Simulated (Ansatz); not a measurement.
BeSiAs$_{2}$:
```yaml
crystal:
  lattice:
    - [-2.66707, 2.66707, 5.32307]
    - [2.66707, -2.66707, 5.32307]
    - [2.66707, 2.66707, -5.32307]
  atoms:
    - { symbol: Be, position: [0.25000, 0.75000, 0.50000] }
    - { symbol: Be, position: [0.50000, 0.50000, 0.00000] }
    - { symbol: Si, position: [0.75000, 0.25000, 0.50000] }
    - { symbol: Si, position: [0.00000, 0.00000, 0.00000] }
    - { symbol: As, position: [0.37500, 0.85807, 0.98307] }
    - { symbol: As, position: [0.14193, 0.12500, 0.51693] }
    - { symbol: As, position: [0.87500, 0.39193, 0.01693] }
    - { symbol: As, position: [0.60807, 0.62500, 0.48307] }
```

Relaxed with r²SCAN.

**Question.** Map the electron localisation function on the plane through (0.500, 0.500, 0.000) spanned by u = [1, 1, 0] and v = [1, -1, 1] in lattice vectors, from r²SCAN (plane waves, PAW; program Ansatz).

**Answer.** x is the fraction of u, y of v (the angle between them is 122°; rows are the nearest grid lines); atoms in the plane: Be at (0.00, 0.00), Si at (0.50, 0.00), As at (0.13, 0.51), As at (0.62, 0.49).
```
|0013321000000014663333664100000001233100|
|2677642100000246642278753100000013442002|
|7998753100001246644699753210000123442137|
|9887765310112344568987655421111233334689|
|7777886311111112357766677643211111135777|
|7789985211100001355578999743210000135667|
|7899973111000002455689998643210000135667|
|8997433443210012456799875554310000135678|
|6534688876642111234566678876443211123566|
|1368987777663100011257898766665310001111|
|2588875567663100001157876556665310000012|
|5776211267642000000267631136764200000025|
|6763113676420000002576211267642000000256|
|8765566653100000125887556766310000113578|
|9876666531000111136887777663100011235789|
|8764432111235665346887664211123456666788|
|4310000135678997433432100124567899875554|
|1000013566789997311100002455678999864321|
|0000135667789985211100013555678999743210|
|1113577777788631111112357766667764321111|
|3346898877653101123456899876554211112333|
|2137998753100001246646899753210000123442|
|0016776421000002466424787531000000134420|
|0013321000000014663333664100000001233100|
```
Scale: ten equal steps from 0.000 (start of '0') to 0.910 (end of '9'), in the order '0123456789'; x runs from 0.000 to 1.00, y from 0.000 (bottom) to 1.00 (top).

The density is the valence pseudo-density with augmentation charge, so density and ELF within about 1 Å of a nucleus are not all-electron values.

Space group I-42d (chalcopyrite). The workflow started from a Materials Project entry (that database holds measured and hypothetical structures alike); the Crystallography Open Database copy checked does not list it. Its standing as an ambient phase is unchecked. Symmetry was held in the r²SCAN relaxation; its stability against distortions is not shown here.

Potentials: the later of the program's two PAW sets.
